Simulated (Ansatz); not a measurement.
A relaxed structure of TiO2 is spoiled in several ways and relaxed again each time (noise and exchanges are one random draw each; pressure is positive under compression). The numbers are results of PBE (plane waves to 420 eV, PAW, scalar-relativistic; Ansatz, an electronic-structure program), not measurements.

Space group P4₂/mnm (No. 136); a = b = 4.6435 Å, c = 2.9637 Å, α = β = γ = 90.00°

| atom | site | symmetry | x | y | z |
|---|---|---|---|---|---|
| Ti | 2a | m.mm | 0.0000 | 0.0000 | 0.0000 |
| O | 4f | m.2m | 0.3051 | 0.3051 | 0.0000 |

```csv
change,first pressure (GPa),largest first force (eV/Å),released (eV/atom),moves,outcome,final group,E − E(parent) (eV/atom)
with every coordinate shifted by Gaussian noise of σ = 0.1 Å,–,–,0.18,10,"same energy, other cell",P4₂nm,-0.001
with one O and one Ti atom exchanged in a cell of 6 atoms,–,–,1.6,62,trapped higher,Amm2,+0.820
"deformed by the Cartesian strain tensor (xx, yy, zz, yz, xz, xy) = (0.030, -0.147, -0.014, -0.002, -0.041, -0.031)",42.8,1.07,0.31,10,returns to the parent,P4₂/mnm,0.000
```

First-step values come from each run's starting, coarser k-mesh (5×5×8, 5×6×8). Each cell has its own k-point mesh; energy differences are given only to the digits this allows. No spin polarisation in the result. No Hubbard U is applied.
